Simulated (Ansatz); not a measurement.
SiRh:
Space group Pnma (No. 62); a = 5.5361 Å, b = 3.0613 Å, c = 6.3707 Å, α = β = γ = 90.00°

```tsv
atom	site	symmetry	x	y	z
Si	4c	.m.	0.1851	0.2500	0.4439
Rh	4c	.m.	0.0031	0.2500	0.7981
```

This is the PBEsol-relaxed structure.

Q: All from the program Ansatz at the PBEsol level (PAW), unless another level is named. Give the electronic character.

A: metallic (no gap).

Q: Predict the formation energy from the elements (no fitted shifts).

A: -0.89 eV/atom.

Q: And the density of states at the Fermi level?

A: 0.23 states/eV per atom (mean over ±0.08 eV).

Q: Give the gap with spin–orbit coupling.

A: none (metallic).

The workflow started from a Materials Project entry (that database holds measured and hypothetical structures alike); the Crystallography Open Database copy checked does not list it. COD files the formula under space group No. 14. Whether it is the stable phase at ambient conditions was not checked. Symmetry was held in the PBEsol relaxation; whether a distortion lowers the energy is not shown. No spin polarisation was allowed. The references are the lowest solids computed at this level, not always the standard phases. Scalar-relativistic: spin–orbit coupling is off unless named, which matters more the heavier the elements.

Potentials: the earlier of the program's two PAW sets. The files were generated under PBE; for other functionals the program regenerates the frozen cores, and for LDA and PBEsol the local potential too.
